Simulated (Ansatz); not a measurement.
Computed properties of Ca4Bi2O

Ca4Bi2O:
```yaml
crystal:
  lattice:
    - [-2.36725, 2.36725, 8.25821]
    - [2.36725, -2.36725, 8.25821]
    - [2.36725, 2.36725, -8.25821]
  atoms:
    - { symbol: Ca, position: [0.33687, 0.33687, 0.00000] }
    - { symbol: Ca, position: [0.66313, 0.66313, 0.00000] }
    - { symbol: Ca, position: [0.50000, 0.00000, 0.50000] }
    - { symbol: Ca, position: [0.00000, 0.50000, 0.50000] }
    - { symbol: Bi, position: [0.14046, 0.14046, 0.00000] }
    - { symbol: Bi, position: [0.85954, 0.85954, 0.00000] }
    - { symbol: O, position: [0.50000, 0.50000, 0.00000] }
```

Space group I4/mmm (No. 139); conventional cell a = 4.735 Å, b = 4.735 Å, c = 16.516 Å, α = 90.00°, β = 90.00°, γ = 90.00°.

Method: plane-wave PAW r²SCAN (Ansatz code). Structure relaxed to zero pressure with the same functional. Other levels are named where they apply.

### Cell and energy

* **Volume per atom**: 26.44 Å³
* **Density**: 5.33 g/cm³
* **Formation energy from the elements (no fitted shifts)**: -1.73 eV/atom

### Electronic structure

* **Band gap**: 1.19 eV (indirect)
* **Valence-band maximum**: at Γ
* **Conduction-band minimum**: at M
* **Smallest direct gap on the standard path**: 1.48 eV
* **Electron effective mass**: 0.17, 0.17, 1.1 mₑ (principal values)
* **Electron effective mass with spin–orbit coupling**: 0.16, 0.16, 1.1 mₑ (principal values)
* **Hole effective mass, band 1 of 2 at the edge**: 0.62 along x, 0.71 along z (mₑ)
* **Hole effective mass, band 2 of 2 at the edge**: 0.092 along x, 0.71 along z (mₑ)
* **Hole effective mass with spin–orbit coupling**: 0.12, 0.13, 0.60 mₑ (principal values)
* **HSE06 gap on the r²SCAN cell**: 1.45 eV
* **Gap with spin–orbit coupling**: 0.68 eV

### Mechanics

- Bulk modulus (Birch–Murnaghan fit) = 49.2 GPa
- Pressure derivative B′ = 4.3

### Charges

Bader charges: Ca +1.39 to +1.43, Bi -2.04, O -1.56 e

The first step of the workflow began from a Materials Project structure, measured or hypothetical; the Crystallography Open Database copy checked does not list it. Whether it is the stable phase at ambient conditions was not checked. Symmetry was held in the r²SCAN relaxation; its stability against distortions is not shown here. The references are the lowest solids computed at this level, not always the standard phases (solids in place of the gases). Spin–orbit coupling is left out wherever it is not named.

Potentials: the later of the program's two PAW sets.
